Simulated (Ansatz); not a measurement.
This guess for CaCuC4N4 is about to be relaxed.

Space group P-43m (No. 215). a = 6.101 Å, b = 6.101 Å, c = 6.101 Å, α = 90.00°, β = 90.00°, γ = 90.00°
```json
{"atom": "Ca", "site": "1a", "symmetry": "-43m", "x": "0.0000", "y": "0.0000", "z": "0.0000"}
{"atom": "Cu", "site": "1b", "symmetry": "-43m", "x": "0.5000", "y": "0.5000", "z": "0.5000"}
{"atom": "C", "site": "4e", "symmetry": ".3m", "x": "0.1993", "y": "0.1993", "z": "0.1993"}
{"atom": "N", "site": "4e", "symmetry": ".3m", "x": "0.3100", "y": "0.3100", "z": "0.3100"}
```

These are results of DFT PBE, scalar-relativistic, plane waves, PAW in Ansatz 0.2.0, not measurements. Cutoff 420 eV, Gaussian smearing, Γ-centred meshes. Cell and atoms relax first on a coarse mesh and then on a finer one. In between, the cell is made exact in the group found at 0.06 Å. In metals the finer mesh still leaves noise of several meV/atom or more. The steps can't lower the symmetry of their start. Collinear spin, starting moments Cu 1.0 μB.

A guess keeps its type if space group and coordination stay and the shape of the cell changes little (axis ratios within about 15 %, angles within 6°); the volume may change.

Problem. Does it keep its structure type, or change into something else?

Solution. It keeps its type. The symmetry stays P-43m (No. 215). The volume per atom grows by 19.6 %, from 22.7 to 27.2 Å³. The shortest distance stays 1.17 Å (C–N). Counting neighbours within 15 % of an atom's shortest distance, the start has C 1, Ca 4, Cu 4, N 1 and the end C 1, Ca 4, Cu 4, N 1.

Energies over the elements count from the elements' standard structures at the same level (N₂ as a molecule), with no fitted energy shifts.

Problem. At what energy does it end?

Solution. +0.33 eV/atom. A positive value: parting into the elements would lower its energy.

The last run used collinear spin, a 6×6×6 mesh for its 10-atom cell and Gaussian smearing of 0.10 eV. In such compounds of Cu a zero gap at this level may well be an artefact, since no Hubbard U is applied. The reference form of C is held partly by dispersion forces, which this level lacks. The magnetic state reached may not be the lowest. A structure relaxed within its symmetry needn't be a true minimum.
